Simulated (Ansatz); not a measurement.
The following input was run with Ansatz 0.2.0.

```yaml
crystal:
  lattice:
    - [5.0767604202, 0.0, 0.0]
    - [-2.5383802101, 4.3966034928, 0.0]
    - [0.0, 0.0, 4.8050722516]
  atoms:
    - { symbol: Ti, position: [0.0, 0.6717102443, 0.75] }
    - { symbol: Ti, position: [0.0, 0.3282897557, 0.25] }
    - { symbol: Ti, position: [0.6717102443, 0.0, 0.75] }
    - { symbol: Ti, position: [0.6717102443, 0.6717102443, 0.25] }
    - { symbol: Ti, position: [0.3282897557, 0.3282897557, 0.75] }
    - { symbol: Ti, position: [0.3282897557, 0.0, 0.25] }
    - { symbol: O, position: [0.0, 0.0, 0.5] }
    - { symbol: O, position: [0.0, 0.0, 0.0] }
basis:
  ecutwfc: 500
kpoints:
  mp_grid: { grid: [12, 12, 8] }
hamiltonian:
  xc: r2scan
scf:
  occupations: { method: gaussian, width: 0.1 }
output:
  forces: true
  stress: true
  eigenvalues: true
relax:
  adjacent_minimum: "off"
  f_tol: 0.01
  max_steps: 30
  cell: { stress_tol: 0.1, fix: [volume] }
```

Launched with
```bash
ansatz run input.yaml --threads 2 --pin off --max-ram 5120MiB --backend cpu --events-out ev --progress --plain --runs-dir out
```

All numbers below come from DFT r2SCAN, scalar-relativistic, plane waves, PAW (Ansatz 0.2.0).

From the run's log, abridged (iterations and final results):

```
SCF iter   1: F=—  HF=-16169.318386 eV  |F-HF|=—  |Δ(HF+E_count)|=         —  Δρ=2.16e-2  dr2=4.94e-1  dr2_τ=3.16e-1  ethr=1.77e-3  ⟨swp⟩=5.9  Hψ=18918  notcnv=0
SCF iter   2: F=—  HF=-16169.550884 eV  |F-HF|=—  |Δ(HF+E_count)|=   2.32e-1  Δρ=7.88e-3  dr2=5.44e-2  dr2_τ=7.32e-3  ethr=5.88e-4  ⟨swp⟩=3.0  Hψ=9836  notcnv=0  defer=156
SCF iter   3: F=—  HF=-16169.550655 eV  |F-HF|=—  |Δ(HF+E_count)|=   2.29e-4  Δρ=3.69e-3  dr2=7.44e-3  dr2_τ=7.86e-4  ethr=6.48e-5  ⟨swp⟩=2.0  Hψ=6229  notcnv=0  defer=156
SCF iter   4: F=—  HF=-16169.553671 eV  |F-HF|=—  |Δ(HF+E_count)|=   3.02e-3  Δρ=8.95e-4  dr2=9.36e-4  dr2_τ=5.06e-5  ethr=8.85e-6  ⟨swp⟩=2.0  Hψ=6477  notcnv=0  defer=156
SCF iter   5: F=—  HF=-16169.553685 eV  |F-HF|=—  |Δ(HF+E_count)|=   1.43e-5  Δρ=3.56e-4  dr2=9.55e-5  dr2_τ=1.78e-5  ethr=1.11e-6  ⟨swp⟩=2.0  Hψ=6372  notcnv=0  defer=156
SCF iter   6: F=—  HF=-16169.553680 eV  |F-HF|=—  |Δ(HF+E_count)|=   5.67e-6  Δρ=1.10e-4  dr2=1.20e-5  dr2_τ=4.19e-7  ethr=1.14e-7  ⟨swp⟩=2.0  Hψ=5619  notcnv=0  defer=156
SCF iter   7: F=—  HF=-16169.553680 eV  |F-HF|=—  |Δ(HF+E_count)|=   6.23e-7  Δρ=1.63e-5  dr2=3.14e-7  dr2_τ=1.05e-8  ethr=1.42e-8  ⟨swp⟩=2.0  Hψ=6198  notcnv=0  defer=156
SCF iter   8: F=-16169.553680 eV  HF=-16169.553680 eV  |F-HF|=3.44e-8  |Δ(HF+E_count)|=   5.70e-8  Δρ=5.75e-6  dr2=5.39e-8  dr2_τ=1.53e-9  ethr=1.19e-10  ⟨swp⟩=11.5  Hψ=18243  notcnv=0
SCF 1 converged in 8 iterations: F = -16169.553680 eV  dr2 = 5.39e-8
relax step   1: F+E_penalty+E_count = -16169.55368030 eV  Δ(F+E_penalty+E_count) = +0.000e0 eV  max|allowed force component| = 2.297e-1 eV/Å  Δτ_max = 0.0000 Å  P = +5.473 GPa  Ω = 107.252 Å³  fix = [volume]  reactions: volume +5.473 GPa (8 SCF iters, dr2 threshold 1.00e-7 eV, accepted)
Initial density: handed on by an earlier stage of this run
Initial wavefunctions: those handed on with the density
SCF iter   1: F=—  HF=-16169.545577 eV  |F-HF|=—  |Δ(HF+E_count)|=         —  Δρ=1.77e-3  dr2=3.53e-3  dr2_τ=2.84e-2  ethr=4.63e-6  ⟨swp⟩=2.5  Hψ=21660  notcnv=0
SCF iter   2: F=—  HF=-16169.559360 eV  |F-HF|=—  |Δ(HF+E_count)|=   1.38e-2  Δρ=7.57e-4  dr2=8.43e-4  dr2_τ=3.27e-5  ethr=4.20e-6  ⟨swp⟩=2.0  Hψ=8266  notcnv=0
SCF iter   3: F=—  HF=-16169.559313 eV  |F-HF|=—  |Δ(HF+E_count)|=   4.66e-5  Δρ=3.03e-4  dr2=1.83e-4  dr2_τ=2.95e-6  ethr=1.00e-6  ⟨swp⟩=2.0  Hψ=5907  notcnv=0
SCF iter   4: F=—  HF=-16169.559273 eV  |F-HF|=—  |Δ(HF+E_count)|=   4.03e-5  Δρ=1.31e-4  dr2=2.74e-5  dr2_τ=2.61e-6  ethr=2.18e-7  ⟨swp⟩=2.0  Hψ=6385  notcnv=0
SCF iter   5: F=—  HF=-16169.559269 eV  |F-HF|=—  |Δ(HF+E_count)|=   4.21e-6  Δρ=6.20e-5  dr2=2.43e-6  dr2_τ=3.19e-7  ethr=3.26e-8  ⟨swp⟩=2.0  Hψ=6484  notcnv=0
SCF iter   6: F=-16169.559269 eV  HF=-16169.559269 eV  |F-HF|=1.10e-8  |Δ(HF+E_count)|=   5.52e-7  Δρ=1.20e-5  dr2=9.43e-8  dr2_τ=1.49e-8  ethr=9.52e-10  ⟨swp⟩=7.0  Hψ=18696  notcnv=0
SCF 2 converged in 6 iterations: F = -16169.559269 eV  dr2 = 9.43e-8
relax step   2: F+E_penalty+E_count = -16169.55926933 eV  Δ(F+E_penalty+E_count) = -5.589e-3 eV  max|allowed force component| = 2.454e-2 eV/Å  Δτ_max = 0.0086 Å  P = +4.857 GPa  Ω = 107.252 Å³  energy of the carried Pulay correction = -3.775e-17 eV  fix = [volume]  reactions: volume +4.857 GPa (6 SCF iters, dr2 threshold 8.00e-7 eV, accepted)
SCF iter   1: F=—  HF=-16169.559221 eV  |F-HF|=—  |Δ(HF+E_count)|=         —  Δρ=1.43e-4  dr2=2.19e-5  dr2_τ=2.28e-4  ethr=2.84e-8  ⟨swp⟩=2.6  Hψ=22894  notcnv=0
SCF iter   2: F=—  HF=-16169.559330 eV  |F-HF|=—  |Δ(HF+E_count)|=   1.09e-4  Δρ=6.24e-5  dr2=5.66e-6  dr2_τ=2.17e-7  ethr=2.61e-8  ⟨swp⟩=2.0  Hψ=8854  notcnv=0
SCF iter   3: F=—  HF=-16169.559330 eV  |F-HF|=—  |Δ(HF+E_count)|=   4.78e-7  Δρ=2.50e-5  dr2=1.08e-6  dr2_τ=3.11e-8  ethr=6.74e-9  ⟨swp⟩=2.0  Hψ=5967  notcnv=0
SCF iter   4: F=—  HF=-16169.559330 eV  |F-HF|=—  |Δ(HF+E_count)|=   1.90e-7  Δρ=1.29e-5  dr2=3.23e-7  dr2_τ=2.95e-8  ethr=1.29e-9  ⟨swp⟩=2.0  Hψ=6564  notcnv=0
SCF iter   5: F=-16169.559330 eV  HF=-16169.559330 eV  |F-HF|=1.54e-9  |Δ(HF+E_count)|=   6.86e-8  Δρ=5.97e-6  dr2=2.26e-8  dr2_τ=3.44e-9  ethr=4.48e-11  ⟨swp⟩=2.8  Hψ=16230  notcnv=0
SCF 3 converged in 5 iterations: F = -16169.559330 eV  dr2 = 2.26e-8
relax step   3: F+E_penalty+E_count = -16169.55932952 eV  Δ(F+E_penalty+E_count) = -6.019e-5 eV  max|allowed force component| = 4.535e-4 eV/Å  Δτ_max = 0.0008 Å  P = +4.905 GPa  Ω = 107.252 Å³  energy of the carried Pulay correction = -3.775e-17 eV  fix = [volume]  reactions: volume +4.905 GPa (5 SCF iters, dr2 threshold 3.76e-8 eV, accepted)
Initial wavefunctions: pseudopotential atomic-orbital guess (no wavefunctions were taken with the density)
SCF iter   1: F=—  HF=-16169.559337 eV  |F-HF|=—  |Δ(HF+E_count)|=         —  Δρ=6.19e-5  dr2=1.05e-7  dr2_τ=9.74e-8  ethr=1.08e-6  ⟨swp⟩=3.0  Hψ=29320  notcnv=0
SCF iter   2: F=—  HF=-16169.559346 eV  |F-HF|=—  |Δ(HF+E_count)|=   8.57e-6  Δρ=3.14e-5  dr2=3.29e-8  dr2_τ=3.76e-7  ethr=1.25e-10  ⟨swp⟩=3.0  Hψ=7792  notcnv=0
SCF iter   3: F=—  HF=-16169.559349 eV  |F-HF|=—  |Δ(HF+E_count)|=   3.15e-6  Δρ=1.58e-6  dr2=1.78e-9  dr2_τ=4.44e-10  ethr=3.92e-11  ⟨swp⟩=2.0  Hψ=8339  notcnv=0
SCF iter   4: F=—  HF=-16169.559349 eV  |F-HF|=—  |Δ(HF+E_count)|=  3.71e-10  Δρ=7.77e-7  dr2=5.47e-10  dr2_τ=1.54e-10  ethr=1.00e-12  ⟨swp⟩=7.3  Hψ=16850  notcnv=0
SCF iter   5: F=-16169.559349 eV  HF=-16169.559349 eV  |F-HF|=1.09e-11  |Δ(HF+E_count)|=  9.06e-10  Δρ=1.68e-7  dr2=3.95e-11  dr2_τ=5.54e-12  ethr=1.00e-12  ⟨swp⟩=4.0  Hψ=14620  notcnv=0
SCF 4 converged in 5 iterations: F = -16169.559349 eV  dr2 = 3.95e-11
SCF converged after 5 iterations
Free energy (F): -16169.559349 eV
Harris-Foulkes:  -16169.559349 eV  (|F-HF|=1.09e-11)
Internal energy: -16169.536413 eV  (E = F + TS)
E sigma→0 (E₀):  -16169.547881 eV
Entropy (-TS):   -0.022936 eV (-2.867 meV/atom)
Fermi energy:    14.831976 eV
--- Per-component energies (eV) ---
  E_band       = -937.567424
  E_kinetic    = 2000.801950
  E_local      = -5462.609658  (includes V_loc(G=0)·N_el)
  E_nonlocal   = 136.953878
  E_hartree    = 2244.280461
  E_xc         = -709.298075
  E_vxc        = -1014.552712  (∫ρ·V_xc dr)
  E_paw        = -6660.908393  (= ΣΔE_a)
  E_vpaw       = -1154.666268  (= ΣTr[D̂ρ^β])
  E_aug_tail   = 0.002458  (compensation charges beyond the density's cutoff)
  E_vtau       = 67.942267  (kinetic-family band-sum trace: ∫τ·v_τ [+ j·A + Jᵃ·Aᵃ] dr)
  E_ewald      = -7717.174410
  E_core_change = -1.584625  (= ΣΔE_core)
  E_smearing   = -0.022936  (= −TS)
--- Forces (eV/Å), atoms counted from 1 ---
  atom   1  Ti     0.00028665    -0.00049650     0.00000000
  atom   2  Ti    -0.00028665     0.00049650     0.00000000
  atom   3  Ti    -0.00057331     0.00000000     0.00000000
  atom   4  Ti    -0.00028665    -0.00049650     0.00000000
  atom   5  Ti     0.00028665     0.00049650     0.00000000
  atom   6  Ti     0.00057331     0.00000000     0.00000000
  atom   7  O      0.00000000     0.00000000     0.00000000
  atom   8  O      0.00000000     0.00000000     0.00000000
--- Stress (GPa, compression-positive) ---
        4.914100       0.000000       0.000000
        0.000000       4.914100       0.000000
        0.000000       0.000000       4.887964
  P = ⅓ Tr σ = 4.9054 GPa (49.054 kbar)
--- Band table (eV; the first three rows and the last of 95) ---
  k-point 0: bands = ["-44.7972", "-44.6798", "-44.6492", "-44.6492", "-44.6417", "-44.6417", "-20.4567", "-20.4044", "-20.0300", "-20.0213", "-20.0213", "-19.9900", "-19.9900", "-19.9823", "-19.9823", "-19.9693", "-19.9264", "-19.9264", "-19.7844", "-19.7216", "-19.6553", "-19.6553", "-19.5821", "-19.5821", "-8.0078", "-7.2468", "5.2107", "6.8937", "6.8937", "7.1762", "7.1762", "9.3267", "9.5862", "12.7242", "12.9263", "12.9263", "13.0099", "13.3854", "13.8820", "13.8866", "13.8866", "14.6021", "14.6021", "14.9932", "15.6528", "15.6528", "16.0939", "16.2116", "16.2116", "16.4369", "16.4369"]
  k-point 1: bands = ["-44.7928", "-44.6843", "-44.6489", "-44.6489", "-44.6419", "-44.6419", "-20.4329", "-20.3924", "-20.0594", "-20.0594", "-20.0577", "-20.0577", "-20.0418", "-19.9623", "-19.9136", "-19.9136", "-19.8892", "-19.8892", "-19.7916", "-19.7492", "-19.6520", "-19.6520", "-19.5844", "-19.5844", "-7.9794", "-7.2769", "5.3376", "6.8952", "6.8952", "7.1547", "7.1547", "9.1798", "9.6150", "12.5940", "12.9975", "12.9975", "13.0541", "13.3997", "13.9381", "13.9381", "13.9437", "14.5408", "14.5408", "14.9944", "15.5598", "15.5598", "16.0814", "16.2522", "16.2522", "16.5379", "16.5379"]
  k-point 2: bands = ["-44.7802", "-44.6972", "-44.6481", "-44.6481", "-44.6427", "-44.6427", "-20.3671", "-20.3585", "-20.1171", "-20.1171", "-20.1141", "-20.1141", "-20.0726", "-19.9425", "-19.8516", "-19.8516", "-19.8372", "-19.8372", "-19.8264", "-19.8119", "-19.6425", "-19.6425", "-19.5909", "-19.5909", "-7.8985", "-7.3616", "5.7075", "6.9031", "6.9031", "7.0992", "7.0992", "8.6164", "9.9016", "12.2173", "13.1705", "13.1960", "13.1960", "13.4318", "14.0889", "14.0889", "14.1115", "14.3679", "14.3679", "14.9547", "15.3101", "15.3101", "16.0665", "16.4295", "16.4295", "16.6707", "16.6707"]
  k-point 94: bands = ["-44.6846", "-44.6846", "-44.6727", "-44.6727", "-44.6727", "-44.6727", "-20.3837", "-20.3837", "-20.1324", "-20.1324", "-20.1324", "-20.1324", "-19.9021", "-19.9021", "-19.8471", "-19.8471", "-19.8471", "-19.8471", "-19.7290", "-19.7290", "-19.7290", "-19.7290", "-19.6415", "-19.6415", "-7.6302", "-7.6302", "6.9093", "6.9093", "6.9093", "6.9093", "7.1664", "7.1664", "12.3069", "12.3069", "12.3069", "12.3069", "13.5574", "13.5574", "13.6875", "13.6875", "13.6875", "13.6875", "15.3060", "15.3060", "15.5298", "15.5298", "15.5298", "15.5298", "16.4037", "16.4037", "17.1646"]
--- Relaxed structure (3 steps of the walk, 3 accepted, 1 SCFs on fresh bases) ---
  F+E_penalty+E_count = -16169.55934901 eV   max|allowed force component| = 5.733e-4 eV/Å   (the final SCF, on the basis selected at the relaxed cell)
  cell:  # Å, volume = 107.2516 Å³
    - [5.06985770, 0.0, 0.0]
    - [-2.53492885, 4.39062556, 0.0]
    - [0.0, 0.0, 4.81816557]
  atoms:
    - { symbol: Ti, position: [0.0, 0.67016576, 0.75] }
    - { symbol: Ti, position: [0.0, 0.32983423, 0.25] }
    - { symbol: Ti, position: [0.67016576, 0.0, 0.75] }
    - { symbol: Ti, position: [0.67016576, 0.67016576, 0.25] }
    - { symbol: Ti, position: [0.32983423, 0.32983423, 0.75] }
    - { symbol: Ti, position: [0.32983423, 0.0, 0.25] }
    - { symbol: O, position: [0.0, 0.0, 0.5] }
    - { symbol: O, position: [0.0, 0.0, 0.0] }
```

The relaxation met its thresholds.

The run took 66 s on 2 threads of Intel(R) Xeon(R) 6975P-C (Granite Rapids), on a shared host, peak memory 0.99 GiB.

Spin polarisation was left out, and a magnetic state may lie lower.